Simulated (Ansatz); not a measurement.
BaF2 (fluorite, space group No. 225), the program Ansatz at the r²SCAN level (PAW). The conduction-band minimum lies at Γ, with 1 equivalent valley. Second derivatives d²E/dk² of the lowest band at one valley (eV·Å²), along Cartesian directions:

```tsv
direction	d²E/dk²
[100]	15.17
[010]	15.17
[001]	15.17
[110]	15.17
[101]	15.17
[011]	15.17
```

Find the principal effective masses, the density-of-states mass and the conductivity mass.

Off-diagonal terms follow from H_xy = H[110] − (H_xx + H_yy)/2, and m*/mₑ = 7.620 eV·Å² over each eigenvalue: 0.50, 0.50, 0.50. One valley's DOS mass (m₁m₂m₃)^(1/3) = 0.50, conductivity mass 3/(Σ 1/mᵢ) = 0.50 mₑ.

What effective density of states Nc follows at 300 K for parabolic valleys?

Nc = 2.509e19 × 1 × (0.50)^(3/2) ≈ 8.9e18 cm⁻³.

Space group Fm-3m (fluorite). The cell was relaxed with r²SCAN under the symmetry of its start. Spin–orbit coupling is left out wherever it is not named.

Potentials: the earlier of the program's two PAW sets. The files were generated under PBE; for other functionals the program regenerates the frozen cores, and for LDA and PBEsol the local potential too.

Edges and masses are those of Kohn–Sham bands, whose gap is no quasiparticle gap.
